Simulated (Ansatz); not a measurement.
LaH: rattling a relaxed structure

It was reached by relaxing an invented guess, and it needn't be the stable form of this composition.

The calculation used Ansatz, DFT PBE, scalar-relativistic, plane waves, PAW. Plane waves to 420 eV, a k mesh through Γ of 12×12×6 on the computed 4-atom cell and Gaussian smearing (0.10 eV); no spin polarisation.

The cell below (4 atoms, space group P-3m1 (No. 164)) is relaxed within its symmetry.

```
La H
1.0
     4.04506    0.00000    0.00000
    -2.02253    3.50313    0.00000
     0.00000    0.00000    6.24473
La H
2 2
Cartesian
  2.0225 1.1677 4.5822
  0.0000 2.3354 1.6626
  2.0225 1.1677 2.1204
  0.0000 2.3354 4.1243
```

For the test a repeat of it with 8 atoms (edges 4.05, 6.24, 7.01 Å) was strained at random (σ = 1.5 % a component), the atoms were moved at random (σ = 0.10 Å), and all was relaxed again on a coarse 6×4×4 mesh (in the run’s order of axes) with 0.20 eV smearing, with no symmetry imposed.

Task: What happens?

Result: It returns, within 1 meV/atom of the unmoved cell on that mesh and with the same symmetry when read at 0.1 Å (C2/m at 0.01 Å, so small strains and shifts remain). So it is stable against the distortions that fit this cell and that this random move excites. Modes that don't fit the cell aren't tested.
